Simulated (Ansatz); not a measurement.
A 4-atom cell of GaN started from a crystallographic database, relaxed with r2SCAN, was run in Ansatz under altered settings. All numbers are computed, without spin polarisation but where a row says otherwise.

```xyz
4
Lattice="3.1831 0.0000 0.0000 -1.5916 2.7567 0.0000 0.0000 0.0000 5.1836" Properties=species:S:1:pos:R:3 pbc="T T T"
Ga    0.0000    1.8378   -0.0046
Ga    1.5916    0.9189    2.5872
N     0.0000    1.8378    1.9485
N     1.5916    0.9189    4.5403
```

The base run's other keys:
```yaml
kpoints:
  mp_grid: { grid: [6, 6, 4] }
hamiltonian:
  xc: pbe
scf:
  occupations: { method: fixed }
  n_extra_bands: 5
```

It takes 6 iterations with 893 plane waves at 420 eV and 21 k points, and leaves a mean stress of +6.19 GPa. The gap over this mesh is 1.933 eV. It ran on 4 threads of Arm Neoverse N1 (shared host).

Outcomes, with energy and stress as changes against the base:
```
                                    setting            outcome  ΔF (meV/atom)  Δ mean stress (GPa)  gap on the mesh (eV)  iterations  wall time
               scf.occupations: tetrahedron  converged, warned            0.0                    –                 1.933           5      1.1 s
                  scf.occupations: cold 1.5          converged            0.0                 0.00                 1.933          14      2.4 s
                         basis.ecutwfc: 350  converged, warned            +33                -0.39                 1.922           6      1.1 s
                       scf.n_extra_bands: 0          converged            0.0                 0.00                 1.933           6      1.1 s
                         scf.mixing.ndim: 2          converged            0.0                 0.00                 1.933           7      1.3 s
   magnetization.initial_magnetization: 2.0            refused              –                    –                     –           –     0.05 s
                      scf.mixing.beta: -0.3            refused              –                    –                     –           –     0.02 s
                         scf.mixing.ndim: 1          converged            0.0                 0.00                 1.933          13      1.8 s
           scf.occupations: fermi_dirac 0.5          converged           -4.4                +0.39                 1.935           6      1.2 s
                            scf.n_bands: 12            refused              –                    –                     –           –     0.02 s
          scf.mixing.preconditioner: kerker          converged            0.0                 0.00                 1.933           6      1.2 s
                 hamiltonian.dispersion: d2            refused              –                    –                     –           –     0.02 s
                       hamiltonian.xc: hse6            refused              –                    –                     –           –     0.02 s
hamiltonian.xc: r2scan (cutoff then 500 eV)          converged              –                -6.21                 2.350           8      3.4 s
```
A dash marks a value that wasn't obtained or can't be compared. Stress is positive in compression. The base took 1.2 s.

- scf.occupations: tetrahedron. Energy, stress and gap stay within 1 meV an atom, 0.1 GPa and 0.005 eV of the base. Warned: band table not solved further, tetrahedron derivatives may miss energy slope.
- basis.ecutwfc: 350. 687 plane waves in place of 893. The free energy moves by +33 meV an atom, the mean stress by -0.39 GPa and the gap on the mesh by -0.011 eV (to 1.922). The basis is too small: these are errors of the cutoff. Warned: cutoff below recommended.
- magnetization.initial_magnetization: 2.0. The input is refused before any iteration. Error: inconsistent input (scf.occupations.method, magnetization): a σ = 0 step fill (method: fixed, or a smearing width below the step floor) with no hard lock on the total moment puts the same N_el/2 bands in each spin channel, which gives a total moment of zero, but the starting moments sum to +2.0000 μB […]
- scf.mixing.beta: -0.3. The program doesn't start. Error: invalid value for `scf.mixing.beta`: must be finite and in (0, 1]; got -0.3
- scf.occupations: fermi_dirac 0.5. The free energy moves by -4.4 meV an atom, the mean stress by +0.39 GPa and the gap on the mesh by +0.002 eV (to 1.935). The term −TS is -21 meV an atom. A width of 0.5 eV moves electrons across a gap of 1.93 eV: this is no longer the ground state.
- scf.n_bands: 12. The program doesn't start. Error: YAML parse error: line 18 column 3: unknown field `n_bands`, expected one of max_iter, algorithm, n_extra_bands, self_checks, convergence, lower_state_search, omitted_lower_state_checks, lower_solution_reach, mixing, occupations, eigensolver, initial_density, exx
- hamiltonian.dispersion: d2. The input is refused before any iteration. Error: YAML parse error: line 15 column 15: hamiltonian.dispersion: `d2` is not `none`, `rvv10`, `d3bj`, `d3bjatm`, `d4` or a map `{method: …, s8: …, a1: …, a2_bohr: …}` (numbers without units, a2 in bohr) or `{method: …, functional: …}`
- hamiltonian.xc: hse6. The program doesn't start. Error: YAML parse error: line 14 column 7: hamiltonian.xc: unknown variant `hse6`, expected one of […]
- hamiltonian.xc: r2scan. The cutoff follows the functional, from 420 to 500 eV. The mean stress moves by -6.21 GPa and the gap on the mesh by +0.417 eV (to 2.350). It's another functional on the same cell, so totals aren't comparable.

Within 1 meV an atom, 0.1 GPa and 0.005 eV of the base stay: scf.occupations: tetrahedron; scf.occupations: cold 1.5; scf.n_extra_bands: 0; scf.mixing.ndim: 2; scf.mixing.ndim: 1; scf.mixing.preconditioner: kerker.
